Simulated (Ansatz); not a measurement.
Crystals of one structure type (zinc blende) and one family of elements, relaxed and computed with DFT-HSE06 in the program Ansatz with PAW potentials.

```tsv
crystal	V (Å³/atom)	B₀ by P(V) fit (GPa)
GaN	11.38	?
BP	11.57	174
BAs	13.58	146
GaP	20.40	87.7
AlP	20.52	90.7
GaAs	22.94	72.4
GaSb	28.92	53.8
```

Question: Fit a straight line to ln B₀ against ln V and predict the withheld value.

Answer: Least squares on the 6 shown rows: ln B₀ = -1.28 × ln V + (8.318), with a scatter of 3 %. For GaN this gives 182. The run itself gave 198, outside the scatter: the line misses something about this case.

All cells were relaxed under the symmetry of their starts (and spin orders); stability against distortions was not tested throughout. Scalar-relativistic: spin–orbit coupling is off unless named, which matters more the heavier the elements.

Potentials: the later of the program's two PAW sets.
